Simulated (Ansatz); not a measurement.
VSb (NiAs type, P6_3/mmc) under volume change, PBEsol in the plane-wave PAW code Ansatz, shape and atoms relaxed at each volume.

| V (Å³/atom) | E − E(relaxed) (meV/atom) | P (GPa) |
|---|---|---|
| 17.994 | 63.1 | 12.41 |
| 18.587 | 26.5 | 7.53 |
| 19.180 | 6.3 | 3.49 |
| 19.774 | 0.0 | 0.00 |
| 20.367 | 5.7 | -2.96 |
| 20.960 | ? | ? |
| 21.553 | ? | ? |

**Question.** What belongs in the gaps?

**Answer.** 
- 20.960, E − E(relaxed) (meV/atom): 21.2
- 20.960, P (GPa): -5.39
- 21.553, E − E(relaxed) (meV/atom): 45.0
- 21.553, P (GPa): -7.35

**Question.** What does a third-order Birch–Murnaghan fit give for V₀, B₀ and B′?

**Answer.** V₀ = 19.77 Å³/atom, B₀ = 105 GPa, B′ = 4.8.

The workflow started from a Materials Project entry (that database holds measured and hypothetical structures alike); the Crystallography Open Database copy checked does not list it. Its standing as an ambient phase is unchecked. The PBEsol relaxation kept the symmetry of its start; whether a distortion lowers the energy is not shown. Magnetic state: ferromagnetic, chosen from 5 collinear starts compared on coarse meshes (ties went to the first, and starts can fall back to one state), not a proven ground state. The program gave a warning on the electronic state, which may not be the lowest. Spin–orbit coupling is left out wherever it is not named.

Potentials: the later of the program's two PAW sets.
